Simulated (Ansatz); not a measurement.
Zn2SeS:
```xyz
4
Lattice="3.8856 0.0000 0.0000 0.0000 3.8856 0.0000 0.0000 0.0000 5.4931" Properties=species:S:1:pos:R:3 pbc="T T T"
Zn     1.9428     0.0000     4.1930
Zn     0.0000     1.9428     1.3001
Se     0.0000     0.0000     2.7465
S      1.9428     1.9428     0.0000
```

Relaxed with PBEsol. Special points in fractions of this cell's reciprocal vectors: Γ (0.000, 0.000, 0.000); X (0.000, 0.500, 0.000); M (0.500, 0.500, 0.000); Z (0.000, 0.000, 0.500); R (0.000, 0.500, 0.500); A (0.500, 0.500, 0.500).

Task: List the band energies nearest the valence-band maximum at these points for PBEsol (plane waves, PAW; program Ansatz).

Result: In eV from the valence-band maximum; about four levels below and three above (degenerate sets whole), none deeper than 8.9 eV; points with the same levels are listed once.

```
k                        below                above
-  ---------------------------  -------------------
Γ  -2.41 -2.41 -0.07 0.00 0.00       1.55 2.97 3.58
X      -2.72 -2.67 -1.36 -0.64       4.15 4.64 6.00
M      -2.58 -2.35 -2.35 -2.14  2.68 3.17 3.61 3.61
Z      -1.70 -1.70 -1.01 -1.01       3.85 3.88 4.26
R      -1.33 -1.01 -0.92 -0.58       2.67 2.92 6.31
A      -3.02 -2.91 -2.91 -2.82  5.36 5.45 5.76 5.76
```

Space group P-4m2. The first step of the workflow began from a Materials Project structure, measured or hypothetical; the Crystallography Open Database copy checked does not list it. Whether it is the stable phase at ambient conditions was not checked. The cell was relaxed with PBEsol under the symmetry of its start; of distortions, only those at the zone centre were tested. Scalar-relativistic: spin–orbit coupling is off unless named, which matters more the heavier the elements.

Potentials: the later of the program's two PAW sets.
